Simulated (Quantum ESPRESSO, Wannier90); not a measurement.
## Te (C2/m): Wannier90 run

```xyz
3
Lattice="3.8203 -2.1482 0.0000 3.8203 2.1482 0.0000 -0.0943 0.0000 5.9761" Properties=species:S:1:pos:R:3 pbc="T T T"
Te    -2.3324     0.0000    -2.0248
Te     2.3324     0.0000     2.0248
Te     0.0000     0.0000     0.0000
```

Structure: Materials Project mp-570459, symmetrised, not relaxed again. Not found in the COD (Crystallography Open Database) copy used, which has the formula in other groups; not checked further. Level: PBEsol, spinors with spin-orbit coupling; pw.x of Quantum ESPRESSO at 64 Ry with PseudoDojo potentials, 6×6×4 k-points, Wannier90. Density: 8×8×6 mesh, cold smearing 0.01 Ry. With spin-orbit coupling a semilocal functional can close or falsely invert a small gap; the band order was not checked against a better method.

A tight-binding model is made by disentanglement and projection with no localisation steps (num_iter = 0), so the 24 orbitals stay atom-like: hydrogen-like Te: s;p, axes along x, y, z; frozen window up to 2.34 eV relative to the Fermi level. It follows pw.x to 3.8 meV rms for states up to 1.0 eV relative to the Fermi level. Matrix elements depend on this choice of orbitals and windows.

What are the on-site energies relative to the Fermi level, and how fast do the hoppings decay?


```csv
atom,orbitals,energy (eV)
Te1,s↑ s↓,-10.73
Te1,pz↑ pz↓,-1.61
Te1,px↑ px↓ py↑ py↓,-1.69
Te2,s↑ s↓,-10.73
Te2,pz↑ pz↓,-1.61
Te2,px↑ px↓ py↑ py↓,-1.69
Te3,s↑ s↓,-10.55
Te3,pz↑ pz↓,-1.47
Te3,px↑ px↓,-1.52
Te3,py↑ py↓,-1.54
```

```
distance of the centres (Å)  largest modulus (eV)
---------------------------  --------------------
2–3                                          0.47
3–4                                           1.1
4–5                                          0.28
5–6                                         0.050
6–7                                          0.16
7–8                                         0.020
8–9                                         0.014
9–10                                        0.039
10–11                                      0.0074
```

Effective spin-orbit constants λ of λ L·S, from the same-site elements px↑–py↑ (λ/2) and dx2-y2↑–dxy↑ (λ), where they are among the larger elements: Te1 p 0.53 eV, Te2 p 0.53 eV, Te3 p 0.53 eV.
